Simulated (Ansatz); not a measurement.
Ansatz input

```yaml
crystal:
  lattice:
    - [3.7250391441, 0.0, 0.0]
    - [-1.8625195721, 3.2259785289, 0.0]
    - [0.0, 0.0, 12.1002760654]
  atoms:
    - { symbol: Na, position: [0.0, 0.0, 1.0] }
    - { symbol: Na, position: [0.0, 0.0, 0.5] }
    - { symbol: Na, position: [0.3333333333, 0.6666666667, 0.25] }
    - { symbol: Na, position: [0.6666666667, 0.3333333333, 0.75] }
hamiltonian:
  xc: pbesol
  pseudopotentials:
    kind: paw
    azcp:
      Na: "pseudopotentials/Na.paw.azcp"
basis:
  ecutwfc: 420
  fft_grid_basis: typed
kpoints:
  mp_grid: { grid: [13, 13, 4], shift: [0, 0, 0] }
magnetization:
  spin_polarized: false
scf:
  occupations: { method: fermi_dirac, width: 0.1 }
```

and its output:

```
Warning: the record states the generating functional pbe (its physics header spells it `PBE`), which answers neither for hamiltonian.xc's functional nor for the pbesol family's — results may be inconsistent (PPs are generated against a specific XC)
Engine: ansatz 0.2.0, aarch64-unknown-linux-gnu
Pseudopotentials: kind: paw
Pseudopotential: Na, paw, valence charge 9, recommended cutoff 420 eV (normal) 
Functional definition: PBEsol
  exchange = pbesol_x
  correlation = pbesol_c
Crystal: 4 atoms, lattice volume = 145.408 Å³
Basis set: ecut = 420 eV, 2837 PW (Γ)
Bands: 22, of which v1, the nominal top of the filled ones, is band 18 counted from 1 (17 counted from 0)
Symmetry: 24 space group operations
Space group: P63/mmc (ITA 194), of the structure as read, at distance tolerance 5.3e-5 Å
k-points: 63 of 676
Non-local potential: Na, projectors of the file, l = 0: 3, l = 1: 2, l = 2: 1
PAW form: soft (Blöchl's): semilocal exchange-correlation on the pseudo side does not see the compensation charge
PAW frozen core: Na, regenerated for the run's functional, and the local potential with it (the file was generated under x = pbe(κ = 0.804, μ = 0.2195149727645171), c = pbe(β = 0.06672455060314922))
PAW one-centre angular grid: Na, 110 points (default); XC on 64 Gauss nodes
Initial density: superposition of atomic densities (neutral atoms: chi_scale 0, normalization atom), corrected by the library's trained network
Initial wavefunctions: pseudopotential atomic-orbital guess
Functional: x = pbesol(κ = 0.804, μ = 0.12345679012345678), c = pbesol(β = 0.046)
SCF iter   1: F=—  HF=-5903.509098 eV  |F-HF|=—  |Δ(HF+E_count)|=         —  Δρ=1.62e-3  dr2=1.72e-3  ethr=1.77e-3  ⟨swp⟩=4.7  Hψ=5486  notcnv=0
SCF iter   2: F=—  HF=-5903.505952 eV  |F-HF|=—  |Δ(HF+E_count)|=   3.15e-3  Δρ=6.25e-4  dr2=3.77e-4  ethr=4.78e-6  ⟨swp⟩=2.6  Hψ=3021  notcnv=0
SCF iter   3: F=—  HF=-5903.505866 eV  |F-HF|=—  |Δ(HF+E_count)|=   8.57e-5  Δρ=1.79e-4  dr2=4.69e-5  ethr=1.05e-6  ⟨swp⟩=2.0  Hψ=2394  notcnv=0
SCF iter   4: F=—  HF=-5903.505903 eV  |F-HF|=—  |Δ(HF+E_count)|=   3.66e-5  Δρ=2.56e-4  dr2=3.84e-5  ethr=1.30e-7  ⟨swp⟩=2.0  Hψ=2515  notcnv=0
SCF iter   5: F=—  HF=-5903.505870 eV  |F-HF|=—  |Δ(HF+E_count)|=   3.27e-5  Δρ=8.78e-5  dr2=4.89e-6  ethr=1.07e-7  ⟨swp⟩=2.0  Hψ=2394  notcnv=0
SCF iter   6: F=-5903.505866 eV  HF=-5903.505866 eV  |F-HF|=7.82e-8  |Δ(HF+E_count)|=   4.38e-6  Δρ=8.49e-6  dr2=6.63e-8  ethr=2.78e-10  ⟨swp⟩=1.8  Hψ=4166  notcnv=0
SCF 1 converged in 6 iterations: F = -5903.505866 eV  dr2 = 6.63e-8
SCF converged after 6 iterations
Free energy (F): -5903.505866 eV
Harris-Foulkes:  -5903.505866 eV  (|F-HF|=7.82e-8)
Internal energy: -5903.437224 eV  (E = F + TS)
E sigma→0 (E₀):  -5903.471545 eV
Entropy (-TS):   -0.068641 eV (-17.160 meV/atom)
Fermi energy:    1.805735 eV
--- Per-component energies (eV) ---
  E_band       = -956.871916
  E_kinetic    = 480.851403
  E_local      = -5749.113772  (includes V_loc(G=0)·N_el)
  E_nonlocal   = 463.485645
  E_hartree    = 2099.439474
  E_xc         = -150.659670
  E_vxc        = -194.736404  (∫ρ·V_xc dr)
  E_paw        = -1013.805395  (= ΣΔE_a)
  E_vpaw       = -156.254966  (= ΣTr[D̂ρ^β])
  E_aug_tail   = -0.000083  (compensation charges beyond the density's cutoff)
  E_ewald      = -2033.853601
  E_core_change = 0.218775  (= ΣΔE_core)
  E_smearing   = -0.068641  (= −TS)
  E_closure    = -0.000000  (closes the sum)
  Σ components = -5903.505866   (vs F -5903.505866, Δ=0.00e0)
```
